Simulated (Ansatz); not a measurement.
Zn₂InGaO₅:
```yaml
crystal:
  lattice:
    - [3.29969, 0.00000, 0.00000]
    - [-1.64985, 2.85762, 0.00000]
    - [0.00000, 0.00000, 22.37348]
  atoms:
    - { symbol: Zn, position: [0.33333, 0.66667, 0.63567] }
    - { symbol: Zn, position: [0.66667, 0.33333, 0.36433] }
    - { symbol: Zn, position: [0.66667, 0.33333, 0.13567] }
    - { symbol: Zn, position: [0.33333, 0.66667, 0.86433] }
    - { symbol: In, position: [0.00000, 0.00000, 0.50000] }
    - { symbol: In, position: [0.00000, 0.00000, 0.00000] }
    - { symbol: Ga, position: [0.00000, 0.00000, 0.75000] }
    - { symbol: Ga, position: [0.00000, 0.00000, 0.25000] }
    - { symbol: O, position: [0.33333, 0.66667, 0.54819] }
    - { symbol: O, position: [0.66667, 0.33333, 0.45181] }
    - { symbol: O, position: [0.66667, 0.33333, 0.04819] }
    - { symbol: O, position: [0.33333, 0.66667, 0.95181] }
    - { symbol: O, position: [0.00000, 0.00000, 0.66229] }
    - { symbol: O, position: [0.00000, 0.00000, 0.33771] }
    - { symbol: O, position: [0.00000, 0.00000, 0.16229] }
    - { symbol: O, position: [0.00000, 0.00000, 0.83771] }
    - { symbol: O, position: [0.33333, 0.66667, 0.75000] }
    - { symbol: O, position: [0.66667, 0.33333, 0.25000] }
```

r²SCAN in the plane-wave PAW code Ansatz gives a gap of 1.82 eV without spin–orbit coupling, maximum at Γ, minimum at Γ.

Task: What happens when spin–orbit coupling is switched on?

Result: The gap drops by 0.02 eV, to 1.80 eV; maximum at Γ, minimum at Γ.

Task: Give the electron effective mass with spin–orbit coupling.

Result: 0.23 mₑ (isotropic).

Task: Give the hole effective mass with spin–orbit coupling.

Result: 2.0, 2.0, 19 mₑ (principal values).

Space group P6_3/mmc. The first step of the workflow began from a Materials Project structure, measured or hypothetical; the Crystallography Open Database copy checked does not list it. Whether it is the stable phase at ambient conditions was not checked. Symmetry was held in the r²SCAN relaxation; its stability against distortions is not shown here.

Potentials: the later of the program's two PAW sets.
